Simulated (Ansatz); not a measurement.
**Is this AlGa₂As₃ structure stable?**

The structure comes from a generated guess, relaxed at this level; another structure or a mixture of phases may lie lower.

Theory: DFT PBE, scalar-relativistic, plane waves, PAW (Ansatz). Cutoff 420 eV, Γ-centred 12×12×4 mesh (6-atom cell), Gaussian smearing of 0.02 eV, no spin polarisation.

```yaml
crystal:
  lattice:
    - [4.05910, 0.00000, 0.00000]
    - [-2.02955, 3.51528, 0.00000]
    - [0.00000, 0.00000, 9.93978]
  atoms:
    - { symbol: Al, position: [0.33333, 0.66667, 0.66716] }
    - { symbol: Ga, position: [0.00000, 0.00000, 0.99977] }
    - { symbol: Ga, position: [0.66667, 0.33333, 0.33327] }
    - { symbol: As, position: [0.66667, 0.33333, 0.08335] }
    - { symbol: As, position: [0.33333, 0.66667, 0.41740] }
    - { symbol: As, position: [0.00000, 0.00000, 0.74904] }
```

The zero of energy is the elements' standard structures at the same level; no fitted shifts are applied.

**Question.** These tests were run: energy against the elements; phonons on a 2×2×1 q mesh; elastic tensor. What do they show?

**Answer.**

```
                       test                         result
energy against the elements                 −0.396 eV/atom
  phonons on a 2×2×1 q mesh  no imaginary mode on the mesh
             elastic tensor        least eigenvalue 28 GPa
```

It fails none of these tests. Whether a mixture of other phases lies lower isn't tested here.

The reference form of As is held partly by dispersion forces, which this level lacks. The run for the phonons used a 12×12×4 k mesh. The run for the elastic tensor used a 12×12×4 k mesh.
